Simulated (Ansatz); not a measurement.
Input and command of a plane-wave DFT calculation in Ansatz:

```yaml
crystal:
  lattice:
    - [0.0, 1.7834, 1.7834]
    - [1.7834, 0.0, 1.7834]
    - [1.7834, 1.7834, 0.0]
  atoms:
    - { symbol: C, position: [0.6261635079, 0.3738364921, 0.3738364921] }
    - { symbol: C, position: [0.75, 0.75, 0.75] }
basis:
  ecutwfc: 500
kpoints:
  mp_grid: { grid: [12, 12, 12] }
hamiltonian:
  xc: r2scan
scf:
  occupations: { method: gaussian, width: 0.05 }
output:
  forces: true
  stress: true
  eigenvalues: true
```

```bash
ansatz run input.yaml --threads 1 --pin off --max-ram 2560MiB --backend cpu --events-out ev --progress --plain --runs-dir out
```

Processor: AMD EPYC (Zen 3), 1 thread, on a host shared with other jobs.

**Question.** Estimate time, memory and problem size.

**Answer.** About 5.1 s on 1 thread of AMD EPYC (Zen 3), with other jobs on the host, peak memory 0.36 GiB. It solves 8 bands at 280 k points (the mesh reduced by the symmetry that the task leaves, which can be less than the crystal's) with about 283 plane waves, in 6 SCF iterations.
